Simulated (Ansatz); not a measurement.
Sn$_{4}$HSe$_{8}$ in space group P3m1 (No. 156; Pearson symbol hP13) under volume change, plane-wave PAW r²SCAN+D4 (Ansatz code), shape and atoms relaxed at each volume.

```tsv
V (Å³/atom)	E − E(relaxed) (meV/atom)	P (GPa)
23.260	19.5	3.06
24.027	7.9	1.83
24.794	1.8	0.78
25.561	0.0	0.00
26.327	1.4	-0.54
27.094	4.8	-0.88
27.861	9.5	-1.05
```

Task: What does a third-order Birch–Murnaghan fit give for V₀, B₀ and B′?

Result: V₀ = 25.59 Å³/atom, B₀ = 20.5 GPa, B′ = 10.2.

The start of the workflow was typed in or built on a structure type; neither database checked (COD, Materials Project) lists it. Its standing as an ambient phase is unchecked. The r²SCAN+D4 relaxation kept the symmetry of its start; whether a distortion lowers the energy is not shown. Spin–orbit coupling is left out wherever it is not named.

Potentials: the earlier of the program's two PAW sets.
